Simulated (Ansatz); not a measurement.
Relaxed-ion elastic tensor of AgW (CsCl type, Pm-3m) in GPa (Voigt order), DFT-PBEsol in the program Ansatz with PAW potentials; density 15.12 g/cm³, 16.02 Å³ per atom.

```
78.6   298   298   0.0   0.0   0.0
 298  78.6   298   0.0   0.0   0.0
 298   298  78.6   0.0   0.0   0.0
 0.0   0.0   0.0   146   0.0   0.0
 0.0   0.0   0.0   0.0   146   0.0
 0.0   0.0   0.0   0.0   0.0   146
```

Problem. Is the crystal mechanically stable?

Solution. No: the smallest eigenvalue of C is -220 GPa.

The start of the workflow was typed in or built on a structure type; neither database checked (COD, Materials Project) lists it. Its standing as an ambient phase is unchecked. Symmetry was held in the PBEsol relaxation. At this level the phase is mechanically unstable. The run is not spin-polarised. Its formation energy is positive at this level, so the cell may be metastable or incomplete. As this level gives no gap, shear constants depend on the k-mesh and smearing (Fermi–Dirac, 0.1 eV here). Scalar-relativistic: spin–orbit coupling is off unless named, which matters more the heavier the elements.

Potentials: the later of the program's two PAW sets.
